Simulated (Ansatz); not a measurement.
**La₂Co₂Se₂O₃: which magnetic order is lowest?**

```
CELL_PARAMETERS angstrom
-2.03048 2.03048 9.19215
2.03048 -2.03048 9.19215
2.03048 2.03048 -9.19215
ATOMIC_POSITIONS crystal
La 0.68344 0.68344 0.00000
La 0.31656 0.31656 0.00000
Co 0.00000 0.50000 0.50000
Co 0.50000 0.00000 0.50000
Se 0.09516 0.09516 0.00000
Se 0.90484 0.90484 0.00000
O 0.25000 0.75000 0.50000
O 0.75000 0.25000 0.50000
O 0.50000 0.50000 0.00000
```

Computed with plane-wave PAW DFT (Ansatz 0.2.0): r2SCAN, 500 eV cutoff, 7×7×7 Γ-centred mesh, fermi-dirac occupations of width 0.050 eV. The atoms are fixed and numbered as listed; spin is collinear, without spin-orbit coupling.

Different starts of the self-consistent cycle ended in different solutions. Their moments in μB:

```csv
state,Co3,Co4,other atoms together,size of the net moment a cell
A,2.39,-2.39,0.00,0.00
B,0.00,0.00,0.00,0.00
C,2.43,2.43,0.74,6.00
```

Site moments are taken in small spheres that don't touch (radius about 0.4 of the atom's shortest bond), so those of the magnetic atoms read low, and they needn't add up to the net moment. State B was run without spin polarisation.

Q: Rank the states by energy at zero smearing.

A: State A (antiparallel, compensated) is lowest; C (parallel moments) lies 8.7 meV above it, B (without moments) lies 220 meV above it, all counted an atom of the cell.

Q: Which states have a gap on the mesh, and what pressure does each exert on this cell?

A: A: gap 0.35 eV, 0.8 GPa; B: no gap, -5.9 GPa; C: no gap, -0.2 GPa (positive in compression). Moments take up room: without them the pressure is lower, so that state wants a smaller cell.

Q: What does magnetism gain here?

A: 220 meV an atom of the cell, or 991 meV for each Co atom, against state B, which has none. A run without spin would miss this and give wrong energies and forces. That state isn't the paramagnet, which keeps its moments, so this is no ordering energy.

The cell is that of a Crystallography Open Database entry, unchanged.

Caveats: only orders that fit this cell and collinear spins were tried, so the true order may need a larger cell or canted moments; atoms and cell are not relaxed, and each state would relax in its own way; semilocal functionals without U often misplace the states of 3d oxides, halides and chalcogenides; the k mesh is coarse, so differences of a few meV are uncertain where a state is a metal; one start a pattern, so a lower state of the same pattern may exist.
